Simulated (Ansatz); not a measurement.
Relaxing zirconium (dhcp)

These are results of DFT, PBEsol, plane waves (420 eV) with PAW, scalar-relativistic in Ansatz 0.2.0, not measurements. (PAW data from PBE, frozen cores regenerated.)

k-point mesh 11×11×3, Fermi-Dirac smearing 0.1 eV, no spin polarisation. Cell and atoms relax.

Starting structure:

```xyz
4
Lattice="3.2051 0.0000 0.0000 -1.6025 2.7757 0.0000 0.0000 0.0000 10.4677" Properties=species:S:1:pos:R:3 pbc="T T T"
Zr    0.0000    0.0000    0.0000
Zr    0.0000    0.0000    5.2339
Zr    0.0000    1.8504    2.6169
Zr    1.6025    0.9252    7.8508
```

**Question.** What cell does the relaxation end in?

**Answer.** P6_3/mmc with a = 3.169 Å, c = 10.328 Å (c/a = 3.259); 22.46 Å³ per atom against 23.28 at the start (-3.5 %).

**Question.** How much energy does the relaxation gain?

**Answer.** 8.7 meV per atom.

Path of the relaxation (the plane waves are chosen anew near the end, which can shift the energy a little):

```csv
step,E − E(final) (meV/atom),V (Å³/atom),P (GPa),max force (eV/Å)
0,8.67,23.281,-3.26,0.000
1,-0.04,22.496,-0.17,0.000
2,-0.07,22.457,0.00,0.000
3,0.00,22.457,-0.01,0.000
```
